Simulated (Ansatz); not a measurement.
## Structure relaxation, Hf

The start is a generated cell, Hf built in the AFLOW prototype A_hR1_166_a (A_i). Cell shape, volume and atoms are optimised at zero target pressure with r2SCAN (plane waves to 500 eV, PAW, scalar-relativistic; Ansatz, a program for electronic structure). The first steps use a coarse 12×12×12 k-mesh.

The start:
```
CELL_PARAMETERS angstrom
      2.15728     1.24551     1.39237
     -2.15728     1.24551     1.39237
      0.00000    -2.49101     1.39237
ATOMIC_POSITIONS crystal
  Hf 0.00000 0.00000 0.00000
```

```json
{
 "initial_pressure": "+3.4 GPa (positive: the cell is compressed)",
 "volume_change": "-1.3 %, from 22.45 to 22.16 Å³/atom",
 "Shortest distances (start → end)": "The closest pairs of elements (up to four, under 3.6 Å), start → end: Hf–Hf 2.85 → 3.06 Å",
 "band_gap_at_the_end": "zero (metallic)",
 "optimiser_moves": "9"
}
```

Final structure:

Space group Im-3m (No. 229); a = 3.539 Å, b = 3.539 Å, c = 3.539 Å, α = 90.00°, β = 90.00°, γ = 90.00°

```json
[
 {"atom": "Hf", "site": "2a", "symmetry": "m-3m", "x": "0.0000", "y": "0.0000", "z": "0.0000"}
]
```
(The calculation used a cell of 1 atom; values per cell refer to that cell.)

Final values are on a 18×18×18 k-mesh of the relaxed cell. No spin polarisation in the result.

The run could not lose the symmetry of its start.

This is a known allotrope of Hf, reached from a generated start. Known forms of Hf include space group No. 194.
